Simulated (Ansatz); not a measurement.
The elements of this relaxed trial crystal are hidden behind letters.

```
lattice vectors (Å)
   0.0000    3.0897    3.0897
   3.0897    0.0000    3.0897
   3.0897    3.0897    0.0000
fractional positions
X 0.2500 0.2500 0.2500
X 0.7500 0.7500 0.7500
Z 0.0000 0.0000 0.0000
```

All numbers below come from DFT PBE, scalar-relativistic, plane waves, PAW in Ansatz 0.2.0. Settings of the last relaxation (3-atom cell): 420 eV, 14×14×14 k points, Gaussian smearing of 0.10 eV, no spin polarisation.

| Property | Result |
| --- | --- |
| Space group | Fm-3m (No. 225) |
| Conventional cell | a = 6.179 Å |
| Volume per atom | 19.66 Å³ |
| Density | 3.45 g/cm³ |
| Formation energy | +0.29 eV/atom |
| Gap on the 14×14×14 mesh of the 3-atom cell | 0 eV (a metal) |

Energies are uncorrected and count from the elements' standard states at the same level.

**Question.** X is a d-block element of period 4 and Z is a p-block element of period 3. Which elements are they?

**Answer.** X = Ti, Z = Al, so the formula is Ti2Al, here in the fluorite type. Density times volume gives a mean mass of 3.45 × 19.66/1.6605 = 40.8 u per atom, and this set has 40.9 u. Among the elements that the hints allow, noble gases aside, only these give it. Ti is surrounded by 4 Al at 2.68 Å and 6 Ti at 3.09 Å; Al is surrounded by 8 Ti at 2.68 Å.

Symmetry constrained the relaxation, so the result can be a saddle point. Another cell of Ti2Al relaxed alike, in P6/mmm, lies 0.47 eV/atom lower, so this cell isn't the stable form at this level.
